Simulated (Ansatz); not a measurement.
Relaxed-ion elastic tensor of LaLuO₃ (cubic perovskite, space group No. 221) in GPa (Voigt order), plane-wave PAW LDA (Ansatz code); density 8.39 g/cm³, 14.33 Å³ per atom.

```
 378  55.4  55.4   0.0   0.0   0.0
55.4   378  55.4   0.0   0.0   0.0
55.4  55.4   378   0.0   0.0   0.0
 0.0   0.0   0.0  50.9   0.0   0.0
 0.0   0.0   0.0   0.0  50.9   0.0
 0.0   0.0   0.0   0.0   0.0  50.9
```

Is the crystal mechanically stable?

Yes: the smallest eigenvalue of C is 50.9 GPa.

Work out the Voigt, Reuss and Hill averages.

K_V = 163, K_R = 163, K_H = 163; G_V = 95.1, G_R = 70.1, G_H = 82.6 GPa.

Give Young's modulus, Poisson's ratio, Pugh's ratio and the universal anisotropy index.

E = 9KG/(3K + G) = 212 GPa; ν = 0.28; K/G = 1.97 (ductile by the Pugh limit of 1.75); A_U = 5G_V/G_R + K_V/K_R − 6 = 1.79.

Estimate the sound speeds and the Debye temperature.

v_l = √((K + 4G/3)/ρ) = 5710 m/s, v_t = √(G/ρ) = 3140 m/s, mean 3500 m/s; Θ = (h/k)(3n/4πV)^(1/3) v_m = 429 K.

Give the Zener ratio and Young's modulus along [100], [110] and [111].

A = 2C44/(C11 − C12) = 0.32; 1/E = S11 − 2(S11 − S12 − S44/2)Γ with Γ = 0, 1/4, 1/3 gives 364, 164, 138 GPa.

Solve the Christoffel equation for the three sound speeds along [100], [110], [111].

Eigenvalues of C_ijkl n_j n_l equal ρv². In km/s, slowest first: [100] 2.46, 2.46, 6.72; [110] 2.46, 4.39, 5.65; [111] 3.85, 3.85, 5.25.

Space group Pm-3m (cubic perovskite). A made-up cell: these elements were put on the sites of a structure type; neither database checked (COD, Materials Project) lists it. Whether it is the stable phase at ambient conditions was not checked. Symmetry was held in the LDA relaxation. At this level the phase is dynamically unstable (imaginary phonons). Spin–orbit coupling is left out wherever it is not named.

Potentials: the earlier of the program's two PAW sets. The files were generated under PBE; for other functionals the program regenerates the frozen cores, and for LDA and PBEsol the local potential too.
